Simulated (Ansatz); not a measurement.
Trial structure of Be2ZnTe2Se, not yet relaxed:

```
Be Zn Te Se
1.0
     3.61083    0.00000    0.00000
     0.00000    3.61083    0.00000
     0.00000    0.00000    9.88900
Be Zn Te Se
2 1 2 1
Direct
  0.50000 0.00000 0.79618
  0.00000 0.50000 0.20382
  0.50000 0.50000 0.00000
  0.50000 0.00000 0.33952
  0.00000 0.50000 0.66048
  0.00000 0.00000 0.00000
```

All numbers below come from Ansatz 0.2.0, DFT PBE, scalar-relativistic, plane waves, PAW. Settings: cutoff 420 eV, Γ-centred mesh 6×6×2 on the computed 6-atom cell, Gaussian smearing of 0.10 eV; no spin polarisation.

Formation energies are uncorrected and refer to the elements' standard structures at the same level.

Problem. Estimate its pressure, forces and energy as it stands.

Solution. The pressure is -2.6 GPa (the mean over three directions, positive in compression), the largest force is 0.91 eV/Å, and the energy is +0.34 eV/atom against the elements. The shortest distance is 2.55 Å.

Problem. Is it a good guess?

Solution. A rough one: relaxing gains about 0.34 eV/atom (the start's value is from the coarse mesh, so the gain is rough) in 30 ionic steps and ends at 0.00 eV/atom on the finer mesh. The symmetry stays P-4m2 (No. 115). The volume per atom grows by 19.8 %, from 21.5 to 25.8 Å³. The shortest distance goes from 2.55 Å (Zn–Se) to 2.43 Å (Be–Te). The ratio c/a of the conventional cell changes by a factor of 1.21. Conventional cell: a = 3.598 Å, c = 11.938 Å. Around Be lie 1 Te at 2.43 Å, 4 Te at 2.67 Å and 4 Be at 3.02 Å; Zn is surrounded by 4 Se at 2.54 Å; Te has 1 Be at 2.43 Å and 4 Be at 2.67 Å; Se is surrounded by 4 Zn at 2.54 Å.

The last run used a 10×10×4 mesh (in the run's order of axes) for its 6-atom cell and Gaussian smearing of 0.10 eV. For metals, differences of a few meV/atom aren't resolved. Weakly bound directions are ill-defined at this level, which has no dispersion term. Spin–orbit coupling, which can matter for Te, is left out. The reference forms of Se and Te are held partly by dispersion forces, which this level lacks. The relaxation can't lower the symmetry of the start, and the grade says only how near the guess is to its own end. A structure relaxed within its symmetry needn't be a true minimum. Another cell of Be2ZnTe2Se relaxed alike, in I4/mmm, lies 210 meV/atom lower, so this cell isn't the stable form at this level.
